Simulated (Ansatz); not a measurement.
# Compressing Sn₃Bi: a fit and a missing row

Sn₃Bi, Fm-3m, a = 7.594 Å. The structure is a Materials Project entry; whether it is the stable form wasn't checked. Ansatz: PBEsol, PAW, 420 eV, Γ-centred 10×10×10 mesh on 4 atoms, Gaussian smearing 0.10 eV; no spin polarisation. Symmetry fixes shape and atoms, so the cell is only scaled; pressure is positive in compression.

| V (Å³/atom) | P (GPa) |
| --- | --- |
| 25.734 | 4.01 |
| 26.555 | ? |
| 27.376 | 0.00 |
| 28.197 | -1.56 |
| 29.019 | -2.87 |

Q: Take V0 = 27.376 Å³/atom, fit the third-order Birch–Murnaghan form to the other rows, and predict the missing pressure.

A: With the Eulerian strain f = ½[(V0/V)^(2/3) − 1] and y = P/[3f(1 + 2f)^(5/2)], the form is the line y = B0 + 1.5 B0 (B0′ − 4) f. Rows (f, y): 0.02105, 57.3; -0.00975, 56.0; -0.01906, 55.3. Means f = -0.002587, y = 56.200; Σ(Δf)² = 0.0008814, ΣΔfΔy = 0.04226; the slope is their ratio. y = 56.32 + 47.95 f GPa, so B0 = 56.3 GPa and B0′ = 4 + 2 × (47.95)/(3 × 56.32) = 4.57. At V = 26.555, f = 0.01025, y = 56.81 and P = 1.84 GPa. The run gave 1.84 GPa, the same to the digits shown.

Spin–orbit coupling is left out, which can shift energies with elements as heavy as these.